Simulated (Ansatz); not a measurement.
Relaxed GaP (zinc blende):

```yaml
crystal:
  lattice:
    - [0.00000, 2.75302, 2.75302]
    - [2.75302, 0.00000, 2.75302]
    - [2.75302, 2.75302, 0.00000]
  atoms:
    - { symbol: P, position: [0.75000, 0.75000, 0.75000] }
    - { symbol: Ga, position: [0.00000, 0.00000, 0.00000] }
```

The atoms are displaced by Q × the pattern below (from a DFPT mode at Γ, largest move 1; Q in Å), at fixed cell. It is one choice among 3 degenerate patterns.

```csv
atom,x,y,z
P1,0.000,0.000,1.000
Ga2,0.000,0.000,-0.444
```

Calculation: PBE (plane waves to 420 eV, PAW, scalar-relativistic; Ansatz, a quantum-chemistry and plane-wave program). k mesh 10×10×10 (Γ-centred), Fermi-Dirac smearing 0.05 eV. Energies are smeared free energies. GaP was relaxed with its symmetry unable to fall. The zero of ΔE is the undisplaced structure.

```
Q (Å)   ΔE (meV/cell)
------  -------------
-0.180            308
-0.150            215
-0.120            139
-0.090             79
-0.060       withheld
-0.030              9
0.000               0
0.030               9
0.060        withheld
0.090              79
0.120             139
0.150             215
0.180             308
```

Problem. Fit an even polynomial form (powers 2, 4) to the given rows and predict ΔE at Q = -0.060.

Solution. Least squares on the 11 given rows: ΔE = (9763)·Q² + (-8123)·Q⁴, in meV/cell with Q in Å; root-mean-square residual 0.3 meV/cell. At -0.060 the fit gives 35 meV/cell; the calculation gives 35 meV/cell, the same to the digits shown. The quadratic term alone would give 35 meV/cell.

(A displaced cell: forces are minus the slopes of the energy, force constants its curvatures, and phonons follow from these.)
